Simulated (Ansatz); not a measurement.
**YbSi$_{2}$Au$_{2}$: reading a single point**

```
Au Yb Si
1.0
     0.00000    4.32773    0.00000
     4.32773    0.00000    0.00000
     2.16387    2.16387   -5.07274
Au Yb Si
2 1 2
Direct
  0.75000 0.25000 0.50000
  0.25000 0.75000 0.50000
  0.00000 0.00000 0.00000
  0.37500 0.37500 0.25000
  0.62500 0.62500 0.75000
```

The numbers come from plane-wave PAW DFT (Ansatz): r2SCAN, no spin polarisation, 500 eV, 6×6×6 Γ-centred k points, gaussian occupations (width 0.1663 eV). Nothing was relaxed.

Problem. Is there a gap?

Solution. It is a metal, with about 4 states/eV a cell as the mean within 0.25 eV of the Fermi level, mostly Yb f (59 %) and Si p (17 %).

Problem. What does the stress say?

Solution. The pressure is -0.9 GPa (compression positive), so with the atoms held at these fractions the cell would first shrink; the forces are large, so a full relaxation may end otherwise. The principal stresses -4.9, 1.1, 1.1 GPa differ, so its shape would change too.

Problem. How is the charge shared?

Solution. Bader charges in e: Yb +1.52, Si +0.25, Au -1.01. In the mean Yb gives up most and Au takes most.

Problem. Is it stable against the elements?

Solution. -0.50 eV an atom against the elements' usual phases (free molecules for gases, crystals otherwise, with no correction for O₂ or N₂), so it is bound against them; other compounds may still compete. Relaxing would lower it.

Problem. Where is the largest force?

Solution. The largest is on Si4 (and as large on other atoms): 1.68 eV/Å, components (0.00, 0.00, 1.68). It makes 120° with the line to a nearest neighbour, Au1 at 2.51 Å.

Origin: a database entry at a rescaled volume. Caveats: no spin polarisation, so a magnetic state may lie lower; atoms or cell far from equilibrium; wide smearing; f levels without a U or exact exchange are poorly placed.
